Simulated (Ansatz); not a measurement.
## Al₂O₃ — field gradients at the nuclei

The cell is a refined structure from the COD whose atoms were relaxed with PBE, the cell held.

```cif
data_Al2O3
_symmetry_space_group_name_H-M 'R-3c:H'
_symmetry_Int_Tables_number 167
_cell_length_a 4.7605
_cell_length_b 4.7605
_cell_length_c 12.9956
_cell_angle_alpha 90.000
_cell_angle_beta 90.000
_cell_angle_gamma 120.000
loop_
_atom_site_label
_atom_site_type_symbol
_atom_site_symmetry_multiplicity
_atom_site_Wyckoff_symbol
_atom_site_fract_x
_atom_site_fract_y
_atom_site_fract_z
Al Al 12 c 0.0000 0.0000 0.8521
O O 18 e 0.9731 0.3333 0.0833
```

One atom of each set is listed; the run and its k-mesh use a cell of 10 atoms with edges of 5.13, 5.13, 5.13 Å.

Computed with Ansatz: DFT, PBE, plane waves and PAW (field gradients read without the response of the frozen cores, which leaves them typically 4 to 6 % off), scalar-relativistic, 420 eV cutoff, Γ-centred 5×5×5 k-points, Fermi–Dirac smearing 0.02 eV.

Conventions: |V_zz| ≥ |V_yy| ≥ |V_xx|, η = (V_xx − V_yy)/V_zz, C_Q = eQV_zz/h. ν_Q = 3|C_Q|/[2I(2I − 1)].

27Al: I = 5/2, Q = 146.6 mb; ¹⁷O: I = 5/2, Q = -25.58 mb. Q values from Pyykkö, Mol. Phys. 116, 1328 (2018).

(1) What field gradients does the calculation give at each kind of site?

Answers

(1) 

```
site  atoms                               first shell  C_Q (MHz)     η  ν_Q (MHz)
  Al      4                        6 O at 1.86–1.97 Å       2.05  0.00      0.308
   O      6  4 Al at 1.86–1.97 Å; also 2 Al at 3.22 Å       2.47  0.51      0.370
```

An axis of threefold or higher order runs through Al, so V_zz lies along it and η is zero.

At this cell the PBE pressure is 7 GPa, so with PBE the cell would grow if it were relaxed.
